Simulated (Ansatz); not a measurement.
TeO2:
Space group P4₁2₁2 (No. 92); a = b = 4.8447 Å, c = 7.7033 Å, α = β = γ = 90.00°

```
atom  site  symmetry       x       y       z
----  ----  --------  ------  ------  ------
Te      4a       ..2  0.0299  0.0299  0.0000
O       8b         1  0.1389  0.2620  0.1840
```

Relaxed at zero pressure with r²SCAN in the plane-wave PAW code Ansatz.

### Question
The volume is lowered by 6 % and shape and atoms relax at that volume. What pressure results, and how do the axes share the change?

### Answer
3.1 GPa; a -2.1 %, b -2.1 %, c -1.8 %; the energy rises by 8 meV/atom.

### Question
Give the new structure.

### Answer

Space group P4₁2₁2 (No. 92); a = 4.741 Å, b = 4.741 Å, c = 7.561 Å, α = 90.00°, β = 90.00°, γ = 90.00°

```csv
atom,site,symmetry,x,y,z
Te,4a,..2,0.0195,0.0195,0.0000
O,8b,1,0.1362,0.2570,0.1870
```

The phase is kept; no other phase was compared at this pressure.

Space group P4_12_12. The first step of the workflow began from a Materials Project structure, measured or hypothetical; the Crystallography Open Database files this formula in space group No. 92, but the cells were not matched. Whether it is the stable phase at ambient conditions was not checked. The r²SCAN relaxation kept the symmetry of its start; whether a distortion lowers the energy is not shown. Spin–orbit coupling is left out wherever it is not named.

Potentials: the later of the program's two PAW sets.
